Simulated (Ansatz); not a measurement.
# Structure relaxation, Pb

The start is a randomly generated symmetric cell of Pb (space group No. 65). A full variable-cell relaxation at zero pressure is run with r2SCAN (plane waves to 500 eV, PAW, scalar-relativistic; Ansatz, a program for electronic structure). First-step values are on the input's coarse k-mesh.

Ansatz input (later rounds restart from its end on a renewed k-mesh):
Ansatz 0.2 input:
```yaml
crystal:
  lattice:
    - [1.7844736, -2.0661733, 0]
    - [1.7844736, 2.0661733, 0]
    - [0, 0, 5.1631077]
  atoms:
    - { symbol: Pb, position: [0, 0, 0.5] }
basis: { ecutwfc: 500, ecutrho_ratio: 4, xc_grid: 4, fft_grid_basis: typed }
kpoints: { mp_grid: { grid: [12, 12, 6] } }
hamiltonian:
  xc: r2scan
  dispersion: none
  pseudopotentials: { azcp: { folder: ./paw }, kind: paw }
scf: { occupations: { method: fermi_dirac, width: 0.05 } }
relax: { f_tol: 0.01, max_steps: 100, cell: { stress_tol: 0.02 } }
output: { forces: true, stress: true }
```

Question: How large is the pressure on the unrelaxed cell, and of which sign?

Answer: +18.4 GPa (positive: the cell is compressed).

Question: Does the structure survive the relaxation? Give the final space group.

Answer: The space group goes from Cmmm (No. 65) to P6/mmm (No. 191); the end is AFLOW prototype A_hP1_191_a (A_f, as in Sn), with 1 atom in the primitive cell.

Question: By how much does the energy per atom fall from start to end?

Answer: 1.24 eV/atom.

Question: How does the volume per atom move from start to end?

Answer: -15.7 %, from 38.07 to 32.08 Å³/atom.

Question: How do the shortest distances between atoms change?

Answer: The closest pairs of elements (up to four, under 3.6 Å), start → end: Pb–Pb 2.73 → 3.23 Å.

Question: What band gap does the relaxed structure have at this level?

Answer: No gap (metallic).

Question: What does it relax into? Give the structure.

Answer: 
Space group P6/mmm (No. 191); a = b = 3.3857 Å, c = 3.2318 Å, α = β = 90.00°, γ = 120.00°

```json
[
 {"atom": "Pb", "site": "1b", "symmetry": "6/mmm", "x": "0.0000", "y": "0.0000", "z": "0.5000"}
]
```

Final values are on a 16×16×14 k-mesh of the relaxed cell. No spin polarisation in the result.

The run could not lose the symmetry of its start: the end is stationary, and may be a saddle point rather than a minimum.

The relaxed structure here is a generated cell of Pb: the first start was made by a random draw of sites in a space group, and the end was not matched to a known phase here, so it may be hypothetical. Known forms of Pb include space group No. 225.
